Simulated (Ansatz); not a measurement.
Ti₂C:
```cif
data_C3Ti6
_chemical_formula_sum 'Ti6 C3'
_space_group_name_H-M_alt 'R-3m :H'
_space_group_IT_number 166
_space_group_name_Hall '-R 3 2"'
_cell_length_a 3.07830
_cell_length_b 3.07830
_cell_length_c 14.46424
_cell_angle_alpha 90.000
_cell_angle_beta 90.000
_cell_angle_gamma 120.000
loop_
_atom_site_label
_atom_site_type_symbol
_atom_site_symmetry_multiplicity
_atom_site_Wyckoff_symbol
_atom_site_fract_x
_atom_site_fract_y
_atom_site_fract_z
_atom_site_occupancy
Ti1 Ti 6 c 0.00000 0.00000 0.24516 1
C1 C 3 b 0.00000 0.00000 0.50000 1
```
(The calculation used a cell of 3 atoms; values per cell refer to that cell.)

Relaxed at zero pressure with plane-wave PAW r²SCAN (Ansatz code).

Q: The volume is raised by 6 % and shape and atoms relax at that volume. What pressure results, and how do the axes share the change?

A: -7.2 GPa; a 1.5 %, b 1.5 %, c 2.9 %; the energy rises by 19 meV/atom.

Q: Give the new structure.

A: 
Space group R-3m, hexagonal axes (No. 166); a = 3.1249 Å, b = 3.1249 Å, c = 14.8781 Å, α = 90.00°, β = 90.00°, γ = 120.00°

```
atom  site  symmetry       x       y       z
----  ----  --------  ------  ------  ------
Ti      6c        3m  0.0000  0.0000  0.2428
C       3b       -3m  0.0000  0.0000  0.5000
```

The phase is kept; no other phase was compared at this pressure.

The workflow started from a Materials Project entry (that database holds measured and hypothetical structures alike); the Crystallography Open Database copy checked does not list it. Whether it is the stable phase at ambient conditions was not checked. The cell was relaxed with r²SCAN under the symmetry of its start; of distortions, only those at the zone centre were tested. The run is not spin-polarised.

Potentials: the later of the program's two PAW sets.
